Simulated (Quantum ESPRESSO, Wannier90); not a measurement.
# K$_{2}$S (anti-fluorite): Wannier90 run

Materials Project entry mp-1022; symmetrised, unrelaxed at this level. COD (Crystallography Open Database) has the formula in 2 space groups, this one among them (matched by group alone). Method: LDA plane waves in Quantum ESPRESSO 7.5 (PseudoDojo norm-conserving files, 58 Ry, no spin polarisation, no spin-orbit coupling), Bloch states on a 8×8×8 mesh through Γ, Wannier90 4.0.1. Density: 8×8×8 mesh, cold smearing 0.01 Ry.

On the energy scale of pw.x, whose zero is arbitrary, the valence-band maximum lies at 2.35 eV.

Input w.win:

```
num_bands = 1
num_wann = 1
exclude_bands = 1-8,10-21
num_iter = 800
conv_tol = 1.0e-6
conv_window = 4
write_hr = true
write_u_matrices = true
auto_projections = true
begin unit_cell_cart
ang
    0.0000000000    3.7069400000    3.7069400000
    3.7069400000    0.0000000000    3.7069400000
    3.7069400000    3.7069400000    0.0000000000
end unit_cell_cart
begin atoms_frac
K   -0.2500000000 -0.2500000000 -0.2500000000
K    0.2500000000  0.2500000000  0.2500000000
S    0.0000000000  0.0000000000  0.0000000000
end atoms_frac
mp_grid = 8 8 8
begin kpoints
0.0000000000 0.0000000000 0.0000000000
0.0000000000 0.0000000000 0.1250000000
0.0000000000 0.0000000000 0.2500000000
... (509 more lines: the 8x8x8 mesh through Gamma)
end kpoints
```

Input of pw2wannier90.x that gives the overlap and projection files (equivalent; here they were cut from one run over all bands):

```
&inputpp
  outdir = './out'
  prefix = 'pwscf'
  seedname = 'w'
  write_amn = .true.
  write_mmn = .true.
  atom_proj = .true.
  atom_proj_exclude = 1 2 3 4 5 6 7 8 9 10 12 13 14
/
```

Output w.wout (banner and timings cut):

```
                                    ------
                                    SYSTEM
                                    ------

                              Lattice Vectors (Ang)
                    a_1     0.000000   3.706940   3.706940
                    a_2     3.706940   0.000000   3.706940
                    a_3     3.706940   3.706940   0.000000

                   Unit Cell Volume:     101.87712  (Ang^3)

                        Reciprocal-Space Vectors (Ang^-1)
                    b_1    -0.847489   0.847489   0.847489
                    b_2     0.847489  -0.847489   0.847489
                    b_3     0.847489   0.847489  -0.847489

 *----------------------------------------------------------------------------*
 |   Site       Fractional Coordinate          Cartesian Coordinate (Ang)     |
 +----------------------------------------------------------------------------+
 | k    1  -0.25000  -0.25000  -0.25000   |   -1.85347  -1.85347  -1.85347    |
 | k    2   0.25000   0.25000   0.25000   |    1.85347   1.85347   1.85347    |
 | s    1   0.00000   0.00000   0.00000   |    0.00000   0.00000   0.00000    |
 *----------------------------------------------------------------------------*
                                ------------
                                K-POINT GRID
                                ------------

             Grid size =  8 x  8 x  8      Total points =  512

 *---------------------------------- MAIN ------------------------------------*
 |  Number of Wannier Functions               :                 1             |
 |  Number of Objective Wannier Functions     :                 1             |
 |  Number of input Bloch states              :                 1             |
 |  Output verbosity (1=low, 5=high)          :                 1             |
 |  Timing Level (1=low, 5=high)              :                 1             |
 |  Optimisation (0=memory, 3=speed)          :                 3             |
 |  Length Unit                               :               Ang             |
 |  Post-processing setup (write *.nnkp)      :                 F             |
 |  Using Gamma-only branch of algorithms     :                 F             |
 *----------------------------------------------------------------------------*
 *------------------------------- WANNIERISE ---------------------------------*
 |  Total number of iterations                :               800             |
 |  Number of CG steps before reset           :                 5             |
 |  Trial step length for line search         :             2.000             |
 |  Convergence tolerence                     :         0.100E-05             |
 |  Convergence window                        :                 4             |
 |  Iterations between writing output         :                 1             |
 |  Iterations between backing up to disk     :               100             |
 |  Write r^2_nm to file                      :                 F             |
 |  Write xyz WF centres to file              :                 F             |
 |  Write on-site energies <0n|H|0n> to file  :                 F             |
 |  Use guiding centre to control phases      :                 F             |
 |  Use phases for initial projections        :                 F             |
 *----------------------------------------------------------------------------*
 *-------------------------------- PLOTTING ----------------------------------*
 |  Plotting Hamiltonian in WF basis          :                 T             |
 *----------------------------------------------------------------------------*

       ... (k-mesh section left out)

 Starting a new Wannier90 calculation ...

 Reading overlaps from w.mmn

 Reading projections from w.amn

 *------------------------------- WANNIERISE ---------------------------------*
 +--------------------------------------------------------------------+<-- CONV
 | Iter  Delta Spread     RMS Gradient      Spread (Ang^2)            |<-- CONV
 +--------------------------------------------------------------------+<-- CONV

 ------------------------------------------------------------------------------
 Initial State
  WF centre and spread    1  (  0.000000,  0.000000, -0.000000 )     1.52067690
  Sum of centres and spreads (  0.000000,  0.000000, -0.000000 )     1.52067690

      0     0.152E+01     0.0000000000        1.5206768953  <-- CONV
        O_D=      0.0000000 O_OD=      0.0000000 O_TOT=      1.5206769 <-- SPRD
 ------------------------------------------------------------------------------
      1     0.000E+00     0.0000000014        1.5206768953  <-- CONV
        O_D=      0.0000000 O_OD=      0.0000000 O_TOT=      1.5206769 <-- SPRD
      2     0.000E+00     0.0000000014        1.5206768953  <-- CONV
        O_D=      0.0000000 O_OD=      0.0000000 O_TOT=      1.5206769 <-- SPRD
      3     0.000E+00     0.0000000014        1.5206768953  <-- CONV
        O_D=      0.0000000 O_OD=      0.0000000 O_TOT=      1.5206769 <-- SPRD
      4     0.000E+00     0.0000000014        1.5206768953  <-- CONV
        O_D=      0.0000000 O_OD=      0.0000000 O_TOT=      1.5206769 <-- SPRD
             <<<     Delta < 1.000E-06  over  4 iterations     >>>
             <<< Wannierisation convergence criteria satisfied >>>
 Final State
  WF centre and spread    1  (  0.000000,  0.000000, -0.000000 )     1.52067690
  Sum of centres and spreads (  0.000000,  0.000000, -0.000000 )     1.52067690

         Spreads (Ang^2)       Omega I      =     1.520676895
        ================       Omega D      =     0.000000000
                               Omega OD     =     0.000000000
    Final Spread (Ang^2)       Omega Total  =     1.520676895
```
